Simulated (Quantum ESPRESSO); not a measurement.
## Ga3SiCN3 (convergence and cost over cutoff and k mesh)

Computed values, not a measurement. The program is pw.x of Quantum ESPRESSO 7.5 (plane-wave density functional theory). The cell is made up: 8 atoms on a zincblende/diamond lattice, with randomly drawn elements, strain and displacements, not relaxed. PseudoDojo standard norm-conserving files (v0.5 for PBE, v0.4.1 for LDA and PBEsol) set the functional; there is no spin polarisation, spin-orbit coupling or dispersion term, and the masses in the input are unused placeholders.

Input of the run in row 4:

```
&control calculation='scf', pseudo_dir='./dojo.nc.sr.pbe.v0_5.standard.upf', outdir='./o', disk_io='low', tprnfor=.true., tstress=.true. /
&system ibrav=0, nat=8, ntyp=4, nbnd=37, ecutwfc=84.00895049, nosym=.true., tot_charge=0,
 occupations='smearing', smearing='fd', degauss=0.0018374661
/
&electrons conv_thr=7.350e-09, electron_maxstep=60, /
ATOMIC_SPECIES
C 1.0 C.upf
Ga 1.0 Ga.upf
N 1.0 N.upf
Si 1.0 Si.upf
CELL_PARAMETERS angstrom
4.7326 0.0605 0.0021
0.0605 4.5827 -0.0766
0.0021 -0.0766 4.6176
ATOMIC_POSITIONS angstrom
Ga -0.0108 0.0098 0.0096
Ga 0.0426 2.2281 2.2134
Si 2.3439 0.0139 2.391
Ga 2.4293 2.2513 -0.0965
C 1.2471 1.1457 1.1055
N 1.2564 3.413 3.3955
N 3.5514 1.1673 3.4543
N 3.586 3.4836 1.1014
K_POINTS automatic
4 4 4 1 1 1
```

The same cell was run at these settings. Meshes are shifted by half a step, and differences are from the last row, which is itself not exact.

```
cutoff (eV)     k mesh  k points solved  threshold (eV)  free energy less the last row's (eV)  pressure (GPa)  largest stress difference (GPa)  largest force difference (eV/Å)  iterations  wall time (s)  k-point pools              processor
        800  2 x 2 x 2                4           1e-04                                 3.061          -55.44                            43.05                            0.071           8              7              4  AMD EPYC, Zen 5 class
       1143  2 x 2 x 2                4           1e-07                                 0.284          -12.44                             0.10                            0.053          12             10              4  AMD EPYC, Zen 5 class
        710  4 x 4 x 4               32           1e-07                                12.574         -157.52                           145.16                            0.076          12             18              4  AMD EPYC, Zen 5 class
       1143  4 x 4 x 4               32           1e-07                                 0.004          -12.49                             0.00                            0.001          12             31              4  AMD EPYC, Zen 5 class
       1437  6 x 6 x 6              108           1e-07                                 0.000          -12.49                             0.00                            0.000          12            115              4  AMD EPYC, Zen 5 class
```

Each pool is one process. Wall times include start-up and a band step at six k points, which weighs most on the coarsest meshes. The runs were on shared virtual cores whose load varied, so times are rough.